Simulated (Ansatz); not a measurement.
Input:

TaTe:
```
CELL_PARAMETERS angstrom
      1.77963    -5.03339     0.00000
      1.77963     5.03339     0.00000
      0.00000     0.00000     4.68994
ATOMIC_POSITIONS crystal
  Te 0.63745 0.36255 0.25000
  Ta 0.92135 0.07865 0.25000
  Te 0.36255 0.63745 0.75000
  Ta 0.07865 0.92135 0.75000
```

This is the PBEsol-relaxed structure.

**Question.** All from PBEsol in the plane-wave PAW code Ansatz, unless another level is named. Estimate the highest zone-centre frequency.

**Answer.** 24.8 meV.

**Question.** What about the bulk modulus (Birch–Murnaghan fit)?

**Answer.** 119 GPa.

Space group Cmcm. The start of the workflow was typed in or built on a structure type; neither database checked (COD, Materials Project) lists it. Its standing as an ambient phase is unchecked. The cell was relaxed with PBEsol under the symmetry of its start; its stability against distortions is not shown here. The run is not spin-polarised. Scalar-relativistic: spin–orbit coupling is off unless named, which matters more the heavier the elements.

Potentials: the earlier of the program's two PAW sets. The files were generated under PBE; for other functionals the program regenerates the frozen cores, and for LDA and PBEsol the local potential too.
